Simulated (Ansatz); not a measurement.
BaTiO$_{3}$:
```cif
data_Ba3O9Ti3
_chemical_formula_sum 'Ba3 Ti3 O9'
_space_group_name_H-M_alt 'R3m :H'
_space_group_IT_number 160
_space_group_name_Hall 'R 3 -2"'
_cell_length_a 5.57620
_cell_length_b 5.57620
_cell_length_c 6.84151
_cell_angle_alpha 90.000
_cell_angle_beta 90.000
_cell_angle_gamma 120.000
loop_
_atom_site_label
_atom_site_type_symbol
_atom_site_symmetry_multiplicity
_atom_site_Wyckoff_symbol
_atom_site_fract_x
_atom_site_fract_y
_atom_site_fract_z
_atom_site_occupancy
Ba1 Ba 3 a 0.00000 0.00000 0.99893 1
Ti1 Ti 3 a 0.00000 0.00000 0.50753 1
O1 O 9 b 0.16804 0.33608 0.32154 1
```
(The calculation used a cell of 5 atoms; values per cell refer to that cell.)

Relaxed with LDA.

Task: Which orbitals make up the states near the band edges in DFT-LDA in the program Ansatz with PAW potentials?

Result: Top 1 eV of the valence band: O 2p 93 %. Bottom 1 eV of the conduction band: Ti 3d 85 %, O 2p 12 %. Projections are on Löwdin-orthogonalised atomic valence shells; empty p or d shells of many metals are not among them.

Task: Tabulate the density of states.

Result: States/eV per cell of 5 atoms, in 0.25 eV bins, energy from the valence-band maximum.

```csv
E (eV),total,O 2p,Ti 3d,Ba 5p
-7.88,0.00,0.00,0.00,0.00
-7.63,0.00,0.00,0.00,0.00
-7.38,0.00,0.00,0.00,0.00
-7.13,0.00,0.00,0.00,0.00
-6.88,0.00,0.00,0.00,0.00
-6.63,0.00,0.00,0.00,0.00
-6.38,0.00,0.00,0.00,0.00
-6.13,0.00,0.00,0.00,0.00
-5.88,0.00,0.00,0.00,0.00
-5.63,0.00,0.00,0.00,0.00
-5.38,0.00,0.00,0.00,0.00
-5.13,0.00,0.00,0.00,0.00
-4.88,0.00,0.00,0.00,0.00
-4.63,0.00,0.00,0.00,0.00
-4.38,0.72,0.56,0.06,0.00
-4.13,3.57,2.61,0.57,0.01
-3.88,3.13,2.21,0.68,0.02
-3.63,3.76,2.60,0.91,0.05
-3.38,3.62,2.58,0.77,0.06
-3.13,3.37,2.50,0.61,0.06
-2.88,5.88,4.61,0.81,0.15
-2.63,5.94,4.70,0.77,0.20
-2.38,7.67,5.57,1.25,0.63
-2.13,3.30,2.56,0.47,0.14
-1.88,2.13,1.76,0.24,0.05
-1.63,3.63,3.15,0.24,0.05
-1.38,2.02,1.78,0.11,0.02
-1.13,4.00,3.62,0.15,0.06
-0.88,6.97,6.35,0.22,0.17
-0.63,5.78,5.29,0.17,0.15
-0.38,4.39,4.11,0.09,0.09
-0.13,2.11,2.05,0.01,0.01
0.12,0.00,0.00,0.00,0.00
0.37,0.00,0.00,0.00,0.00
0.62,0.00,0.00,0.00,0.00
0.87,0.00,0.00,0.00,0.00
1.12,0.00,0.00,0.00,0.00
1.37,0.00,0.00,0.00,0.00
1.62,0.00,0.00,0.00,0.00
1.87,0.00,0.00,0.00,0.00
2.12,0.05,0.00,0.04,0.00
2.37,1.06,0.09,0.94,0.00
2.62,1.40,0.15,1.20,0.00
2.87,1.69,0.23,1.41,0.00
3.12,2.00,0.31,1.62,0.00
3.37,2.59,0.45,2.03,0.00
3.62,3.62,0.70,2.77,0.00
3.87,6.14,1.27,4.59,0.00
4.12,3.52,0.72,2.56,0.00
4.37,1.76,0.39,1.25,0.00
4.62,0.45,0.05,0.34,0.00
4.87,1.04,0.07,0.80,0.00
5.12,1.24,0.12,0.92,0.00
5.37,1.82,0.19,1.25,0.00
5.62,1.44,0.18,0.88,0.00
5.87,1.31,0.18,0.70,0.00
6.12,1.35,0.20,0.66,0.00
6.37,1.50,0.23,0.67,0.00
6.62,1.85,0.30,0.80,0.00
6.87,2.17,0.36,0.84,0.00
```

This is a known low-temperature phase of the composition, computed here at zero pressure and temperature. The LDA relaxation kept the symmetry of its start; whether a distortion lowers the energy is not shown. No spin polarisation was allowed. Scalar-relativistic: spin–orbit coupling is off unless named, which matters more the heavier the elements.

Potentials: the earlier of the program's two PAW sets. The files were generated under PBE; for other functionals the program regenerates the frozen cores, and for LDA and PBEsol the local potential too.
